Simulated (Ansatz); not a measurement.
Se (trigonal Se type, P3_121), DFT-r²SCAN+D4 in the program Ansatz with PAW potentials. The conduction-band minimum lies at H, with 2 equivalent valleys. Second derivatives d²E/dk² of the lowest band at one valley (eV·Å²), along Cartesian directions:

```json
[
 {"direction": "[100]", "d²E/dk²": "23.47"},
 {"direction": "[010]", "d²E/dk²": "23.47"},
 {"direction": "[001]", "d²E/dk²": "50.83"},
 {"direction": "[110]", "d²E/dk²": "23.47"},
 {"direction": "[101]", "d²E/dk²": "37.13"},
 {"direction": "[011]", "d²E/dk²": "37.15"}
]
```

Problem. Find the principal effective masses, the density-of-states mass and the conductivity mass.

Solution. Off-diagonal terms follow from H_xy = H[110] − (H_xx + H_yy)/2, and m*/mₑ = 7.620 eV·Å² over each eigenvalue: 0.15, 0.32, 0.32. One valley's DOS mass (m₁m₂m₃)^(1/3) = 0.25, conductivity mass 3/(Σ 1/mᵢ) = 0.23 mₑ.

Problem. What effective density of states Nc follows at 300 K for parabolic valleys?

Solution. Nc = 2.509e19 × 2 × (0.25)^(3/2) ≈ 6.3e18 cm⁻³.

Problem. With the computed static dielectric constant 9.76 (mean of the diagonal), estimate a hydrogenic donor's binding energy and radius.

Solution. E = 13.606 eV × 0.23/9.76² ≈ 33 meV; a = 0.529 Å × ε/m* ≈ 22 Å. Semilocal masses tend to be too small where the gap is.

The cell was relaxed with r²SCAN+D4 under the symmetry of its start; of distortions, only those at the zone centre were tested. Scalar-relativistic: spin–orbit coupling is off unless named, which matters more the heavier the elements.

Potentials: the later of the program's two PAW sets.
